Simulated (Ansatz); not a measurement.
Al$_{3}$GaN$_{4}$: pressure coefficient of the gap from its deformation potential

All numbers below come from DFT PBEsol, scalar-relativistic, plane waves, PAW in Ansatz 0.2.0. Cutoff 420 eV, mesh 6×8×4 in the first runs.

The relaxed cell is Pm with a = 5.043 Å, b = 3.130 Å, c = 5.418 Å, β = 90.0°. An equation of state gives B0 = 197.8 GPa at V0 = 10.693 Å³/atom, and gaps on the k mesh of 3.718 eV at 10.370 Å³/atom, 3.478 eV at 10.691 Å³/atom, 3.247 eV at 11.012 Å³/atom.

Question: Predict dE_g/dP at zero pressure, and compare with cells relaxed under pressure.

Answer: A parabola in ln V through the three points has the slope a = dE_g/d ln V = -7.85 eV at V0. Since dP = −B d ln V, dE_g/dP = −a/B = 39.7 meV/GPa. Separate runs under pressure gave gaps (over the zone) of 3.393 eV at -2.04 GPa, 3.477 eV at 0.02 GPa, 3.556 eV at 2.06 GPa, a slope of 39.6 meV/GPa at zero. The two routes agree within 0.1 meV/GPa. Compression widens this gap. Pressure coefficients of semilocal functionals are as a rule better than their gaps.